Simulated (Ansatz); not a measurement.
# Structure relaxation, Sb

The start is a generated cell, Sb built in the graphite structure type. Cell shape, volume and atoms are optimised at zero target pressure with r2SCAN (plane waves to 500 eV, PAW, scalar-relativistic; Ansatz, an electronic-structure program). First-step values are on the input's coarse k-mesh.

Ansatz input (later rounds restart from its end on a renewed k-mesh):
Ansatz 0.2 input:
```yaml
crystal:
  lattice:
    - [4.8151012, 0, 0]
    - [-2.4075506, 4.17, 0]
    - [0, 0, 13.114507]
  atoms:
    - { symbol: Sb, position: [0, 0, 0.25] }
    - { symbol: Sb, position: [0, 0, 0.75] }
    - { symbol: Sb, position: [0.33333333, 0.66666667, 0.25] }
    - { symbol: Sb, position: [0.66666667, 0.33333333, 0.75] }
basis: { ecutwfc: 500, ecutrho_ratio: 4, xc_grid: 4, fft_grid_basis: typed }
kpoints: { mp_grid: { grid: [8, 8, 3] } }
hamiltonian:
  xc: r2scan
  dispersion: none
  pseudopotentials: { azcp: { folder: ./paw }, kind: paw }
scf: { occupations: { method: fermi_dirac, width: 0.05 } }
relax: { f_tol: 0.01, max_steps: 100, cell: { stress_tol: 0.02 } }
output: { forces: true, stress: true }
```

Task: What pressure does the first self-consistent step give?

Result: +2.5 GPa (positive: the cell is compressed).

Task: How much energy is released per atom?

Result: 0.34 to 0.35 eV/atom (the two k-meshes of the run give this range).

Task: How does the volume change?

Result: -47.8 %, from 65.83 to 34.37 Å³/atom.

Task: How do the shortest distances between atoms change?

Result: The closest pairs of elements (up to four, under 3.6 Å), start → end: Sb–Sb 2.78 → 2.95 Å.

Task: What band gap does the relaxed structure have at this level?

Result: Zero (metallic).

Task: What does it relax into? Give the structure.

Result: 
```cif
data_Sb4
_chemical_formula_sum 'Sb4'
_space_group_name_H-M_alt 'P63/mmc'
_space_group_IT_number 194
_space_group_name_Hall '-P 6c 2c'
_cell_length_a 5.10834
_cell_length_b 5.10834
_cell_length_c 6.08263
_cell_angle_alpha 90.000
_cell_angle_beta 90.000
_cell_angle_gamma 120.000
loop_
_atom_site_label
_atom_site_type_symbol
_atom_site_symmetry_multiplicity
_atom_site_Wyckoff_symbol
_atom_site_fract_x
_atom_site_fract_y
_atom_site_fract_z
_atom_site_occupancy
Sb1 Sb 2 b 0.00000 0.00000 0.25000 1
Sb2 Sb 2 c 0.33333 0.66667 0.25000 1
```

The space group stays P6₃/mmc (No. 194) (the run could not lower it), with 4 atoms in the primitive cell. Final values are on a 11×11×8 k-mesh of the relaxed cell. No spin polarisation in the result.

The run could not lower the symmetry of its start; a shaken copy of this end point relaxes with r2SCAN to R-3m (No. 166), 0.42 eV/atom lower.

The relaxed structure here is a generated cell of Sb: the first start was made by placing the elements on the sites of a structure type, and the end was not matched to a known phase here, so it may be hypothetical. Known forms of Sb include space group No. 166.
